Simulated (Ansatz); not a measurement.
## MnF₂: do energies and stresses tell the same story?

All numbers below come from DFT r2SCAN, scalar-relativistic, plane waves, PAW in Ansatz 0.2.0.

Cutoff 500 eV; k points 6×6×8 on the computed 6-atom cell (Γ-centred); Gaussian smearing, width 0.02 eV; collinear spin from starting moments 4.67 4.67 0 0 0 0 μB.

Relaxed cell: P4_2/mnm, a = 4.874 Å, b = 4.874 Å, c = 3.308 Å, α = 90.00°, β = 90.00°, γ = 90.00°, 6 atoms in the primitive cell.

Energies at zero smearing and pressures from the stress tensor, at volumes with shape and atoms relaxed:
```tsv
V (Å³/atom)	E − E(first) (meV/atom)	P (GPa)
12.311	0.00	6.85
12.704	-12.12	3.13
13.096	-15.85	0.00
13.489	-12.49	-2.63
13.882	-3.24	-4.80
```

Task: Check P = −dE/dV between neighbouring volumes, and get the bulk modulus from the pressures alone.

Result: With 1 eV/Å³ = 160.2 GPa:
| middle V (Å³/atom) | −ΔE/ΔV (GPa) | mean P (GPa) |
| --- | --- | --- |
| 12.507 | 4.942 | 4.991 |
| 12.900 | 1.523 | 1.565 |
| 13.293 | -1.370 | -1.312 |
| 13.686 | -3.775 | -3.715 |

The two differ by 0.06 GPa at most. The mean of two end pressures misses the average over a step by about ΔV² P″/12, up to 0.05 GPa here; with that taken off 0.02 GPa remains. Around V = 13.096 Å³/atom, the two neighbours give B = −V ΔP/ΔV = 13.096 × 5.75 / 0.786 = 95.9 GPa, against B0 = 95.7 GPa from the Birch–Murnaghan fit of the energies.

The state reached may not be the lowest one. The run saw a state lower than the one given here. Moments started parallel, and an antiferromagnetic order may lie lower.

Only this magnetic start was tried.

Cost: 6 runs of about 21 core-minutes in all, on Arm Neoverse V1 (shared hosts).